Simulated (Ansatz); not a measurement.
According to plane-wave PAW PBE (Ansatz code), TaAs in the tetragonal phase (I4_1md; Ta on 4a, As on 4a) relaxes to a = 3.463 Å, c = 11.737 Å. As has 6 nearest neighbours from 2.62 Å (trigonal prismatic). Against the elements it lies at -53 kJ/mol of atoms, with no fitted shifts.

Electronic character: no gap, with almost no states at the Fermi level (zero-gap or semimetallic).

The cell was relaxed with PBE under the symmetry of its start. No spin polarisation was allowed. A small band overlap can be real or an error of a semilocal functional. The references are the lowest solids computed at this level, not always the standard phases. Scalar-relativistic: spin–orbit coupling is off unless named, which matters more the heavier the elements.

Potentials: the earlier of the program's two PAW sets.
